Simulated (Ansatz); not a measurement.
Relaxed BN (h-BN type, space group P6_3/mmc):

```xyz
4
Lattice="2.5064 0.0000 0.0000 -1.2532 2.1706 0.0000 0.0000 0.0000 6.6147" Properties=species:S:1:pos:R:3 pbc="T T T"
B      0.0000     1.4471     1.6537
B      1.2532     0.7235     4.9610
N      0.0000     1.4471     4.9610
N      1.2532     0.7235     1.6537
```

Scan: atom 4 (N, nearest neighbour B at 1.447 Å; its periodic images, 2.5 Å or more away, move with it) is displaced towards the nearest neighbour, direction (-0.866, 0.500, 0.000) in Cartesian axes, by s. The other atoms stay.

These are PBE-D3(BJ) (plane waves to 420 eV, PAW, scalar-relativistic; Ansatz, a quantum-chemistry and plane-wave program) values and carry that method's errors. k mesh 12×12×4 (Γ-centred), Fermi-Dirac smearing 0.05 eV. E stands for the smeared free energy. BN was relaxed with its symmetry unable to fall. The zero of ΔE is the undisplaced structure.

Successive frames, forces in eV/Å:

```
frame         ΔE (eV/cell)                 F on B1                 F on B2                 F on N3                 F on N4
------------  ------------  ----------------------  ----------------------  ----------------------  ----------------------
s = -0.084 Å         0.133  (2.609, -1.507, 0.000)  (0.002, -0.001, 0.000)  (0.002, -0.001, 0.000)  (-2.614, 1.509, 0.000)
s = -0.056 Å         0.061  (1.824, -1.053, 0.000)  (0.001, -0.001, 0.000)  (0.002, -0.001, 0.000)  (-1.827, 1.055, 0.000)
s = -0.028 Å         0.016  (0.954, -0.551, 0.000)   (0.001, 0.000, 0.000)  (0.001, -0.001, 0.000)  (-0.956, 0.552, 0.000)
s = 0.000 Å          0.000   (0.000, 0.000, 0.000)   (0.000, 0.000, 0.000)   (0.000, 0.000, 0.000)   (0.000, 0.000, 0.000)
```

Question: What are the energy and the forces in the next frame, s = 0.028 Å?

Answer: ΔE (eV/cell) = 0.017.

| atom | Fx | Fy | Fz |
|---|---|---|---|
| B1 | -1.041 | 0.601 | 0.000 |
| B2 | 0.000 | 0.000 | 0.000 |
| N3 | -0.002 | 0.001 | 0.000 |
| N4 | 1.043 | -0.602 | 0.000 |

(For displaced atoms, the force is minus the slope of the energy, and its curvature is a force constant, which sets phonon frequencies.)
